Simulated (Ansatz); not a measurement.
**Compressing NaWO₃: a fit and a missing row**

NaWO₃, Pm-3m, a = 3.875 Å. The structure is a COD entry; whether it is the stable form wasn't checked. Ansatz: PBEsol, PAW, 420 eV, Γ-centred 10×10×10 mesh on 5 atoms, Gaussian smearing 0.10 eV; no spin polarisation. Symmetry fixes shape and atoms, so the cell is only scaled; pressure is positive in compression.

```tsv
V (Å³/atom)	P (GPa)
10.244	?
10.593	26.09
10.942	15.94
11.291	7.32
11.641	0.00
11.990	-6.21
12.339	-11.48
12.805	-17.27
```

Q: Take V0 = 11.641 Å³/atom, fit the third-order Birch–Murnaghan form to the other rows, and predict the missing pressure.

A: With the Eulerian strain f = ½[(V0/V)^(2/3) − 1] and y = P/[3f(1 + 2f)^(5/2)], the form is the line y = B0 + 1.5 B0 (B0′ − 4) f. Rows (f, y): 0.03246, 228.9; 0.02107, 227.5; 0.01028, 225.6; -0.00975, 223.0; -0.01904, 221.5; -0.03078, 219.2. Means f = 0.0007067, y = 224.28; Σ(Δf)² = 0.003005, ΣΔfΔy = 0.4531; the slope is their ratio. y = 224.2 + 150.8 f GPa, so B0 = 224.2 GPa and B0′ = 4 + 2 × (150.8)/(3 × 224.2) = 4.45. At V = 10.244, f = 0.04448, y = 230.91 and P = 38.13 GPa. The run gave 38.07 GPa, so the fit is 0.06 GPa too high, a small miss on the scale of the series.

Spin polarisation was left out, and a magnetic state may lie lower. Spin–orbit coupling is left out, which can shift energies with elements as heavy as these.

Symmetry holds off the tilts and polar distortions that many cubic perovskites undergo.